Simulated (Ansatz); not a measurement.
ZrSi:
```
CELL_PARAMETERS angstrom
     -1.72575     1.72575     6.83729
      1.72575    -1.72575     6.83729
      1.72575     1.72575    -6.83729
ATOMIC_POSITIONS crystal
  Zr 0.00748 0.00748 0.00000
  Zr 0.75748 0.25748 0.50000
  Si 0.40852 0.40852 0.00000
  Si 0.15852 0.65852 0.50000
```

Relaxed with PBE. Special points in fractions of this cell's reciprocal vectors: Γ (0.000, 0.000, 0.000); X (0.000, 0.000, 0.500); P (0.250, 0.250, 0.250); N (0.000, 0.500, 0.000); M (0.500, 0.500, -0.500); S (0.266, 0.734, -0.266); S0 (-0.266, 0.266, 0.266); R (-0.032, 0.032, 0.500); G (0.500, 0.500, -0.032).

Q: List the band energies nearest the Fermi level at these points for the program Ansatz at the PBE level (PAW).

A: In eV from the Fermi level; about four levels below and three above (degenerate sets whole), none deeper than 8.9 eV; points with the same levels are listed once.

| k | below | above |
|---|---|---|
| Γ | -4.36 -1.60 -0.89 -0.69 | 0.07 0.07 0.65 0.65 |
| X | -2.68 -2.68 -1.23 -1.23 | 0.48 0.48 3.55 3.55 |
| P | -2.56 -2.56 -1.35 -1.35 | 0.59 0.59 3.32 3.32 |
| N | -1.50 -0.93 -0.62 -0.23 | 0.37 0.95 1.61 |
| M | -1.14 -1.14 -0.43 -0.43 | 1.99 1.99 2.98 2.98 |
| S | -1.46 -0.84 -0.75 -0.21 | 0.39 1.02 1.48 |
| R | -2.65 -2.65 -1.22 -1.22 | 0.49 0.49 3.47 3.47 |

Space group I4_1md. A made-up cell: these elements were put on the sites of a structure type; neither database checked (COD, Materials Project) lists it. COD files the formula under space group No. 62, 63, so this cell is another polymorph or a model. Its standing as an ambient phase is unchecked. Symmetry was held in the PBE relaxation; whether a distortion lowers the energy is not shown. The run is not spin-polarised. Scalar-relativistic: spin–orbit coupling is off unless named, which matters more the heavier the elements.

Potentials: the later of the program's two PAW sets.
